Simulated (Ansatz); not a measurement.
The relaxed structure here is a generated cell of AlRh: the first start was made by placing the elements on the sites of a structure type, and the end was not matched to a known phase here, so it may be hypothetical.

The start is a generated trial cell of AlRh in the AFLOW prototype AB_cF8_225_a_b (B1, as in NaCl). The structure is fully relaxed (lattice and positions, P = 0) with PBE (plane waves to 420 eV, PAW, scalar-relativistic; Ansatz, a program for electronic structure). First-step values are on the input's coarse k-mesh.

Ansatz input (later rounds restart from its end on a renewed k-mesh):
Ansatz 0.2 input:
```yaml
crystal:
  lattice:
    - [0, 2.3357213, 2.3357213]
    - [2.3357213, 0, 2.3357213]
    - [2.3357213, 2.3357213, 0]
  atoms:
    - { symbol: Rh, position: [0, 0, 0] }
    - { symbol: Al, position: [0.5, 0.5, 0.5] }
basis: { ecutwfc: 420, ecutrho_ratio: 4, xc_grid: 2, fft_grid_basis: typed }
kpoints: { mp_grid: { grid: [12, 12, 12] } }
hamiltonian:
  xc: pbe
  dispersion: none
  pseudopotentials: { kind: paw }
scf: { occupations: { method: fermi_dirac, width: 0.05 } }
relax: { f_tol: 0.01, max_steps: 100, cell: { stress_tol: 0.02 } }
output: { forces: true, stress: true }
```

- Initial pressure = +43.8 GPa (positive: the cell is compressed)
- Energy released = 0.33 eV/atom
- Volume change = +22.6 %, from 12.74 to 15.63 Å³/atom
- Shortest distances (start → end) = The closest pairs of elements (up to four, under 3.6 Å), start → end: Al–Rh 2.34 → 2.50 Å; Al–Al 3.30 → 3.54 Å; Rh–Rh 3.30 → 3.54 Å
- Band gap at the end = no gap (metallic)
- Optimiser moves = 5

Relaxed structure:

Space group Fm-3m (No. 225); a = b = c = 5.000 Å, α = β = γ = 90.00°

| atom | site | symmetry | x | y | z |
|---|---|---|---|---|---|
| Rh | 4a | m-3m | 0.0000 | 0.0000 | 0.0000 |
| Al | 4b | m-3m | 0.5000 | 0.5000 | 0.5000 |
(The calculation used a cell of 2 atoms; values per cell refer to that cell.)

Final values are on a 16×16×16 k-mesh of the relaxed cell. No spin polarisation in the result.

The run could not lose the symmetry of its start: the end is stationary, and may be a saddle point rather than a minimum.

All atoms sit on sites fixed by symmetry, so only the cell could relax.
